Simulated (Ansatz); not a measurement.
BAs in space group P6_222 (No. 180; B on 3d, As on 3c), plane-wave PAW PBE (Ansatz code). The conduction-band minimum lies at M, with 3 equivalent valleys. Second derivatives d²E/dk² of the lowest band at one valley (eV·Å²), along Cartesian directions:

```json
[
 {"direction": "[100]", "d²E/dk²": "21.55"},
 {"direction": "[010]", "d²E/dk²": "23.12"},
 {"direction": "[001]", "d²E/dk²": "36.83"},
 {"direction": "[110]", "d²E/dk²": "22.34"},
 {"direction": "[101]", "d²E/dk²": "29.24"},
 {"direction": "[011]", "d²E/dk²": "29.76"}
]
```

Task: Find the principal effective masses, the density-of-states mass and the conductivity mass.

Result: Off-diagonal terms follow from H_xy = H[110] − (H_xx + H_yy)/2, and m*/mₑ = 7.620 eV·Å² over each eigenvalue: 0.21, 0.33, 0.35. One valley's DOS mass (m₁m₂m₃)^(1/3) = 0.29, conductivity mass 3/(Σ 1/mᵢ) = 0.28 mₑ.

Task: What effective density of states Nc follows at 300 K for parabolic valleys?

Result: Nc = 2.509e19 × 3 × (0.29)^(3/2) ≈ 1.2e19 cm⁻³.

The start of the workflow was typed in or built on a structure type; neither database checked (COD, Materials Project) lists it. It is not the phase usual at ambient conditions (space group No. 216). The PBE relaxation kept the symmetry of its start; its stability against distortions is not shown here. Its formation energy is positive at this level, so the cell may be metastable or incomplete. Scalar-relativistic: spin–orbit coupling is off unless named, which matters more the heavier the elements.

Potentials: the later of the program's two PAW sets.

Edges and masses are those of Kohn–Sham bands, whose gap is no quasiparticle gap.
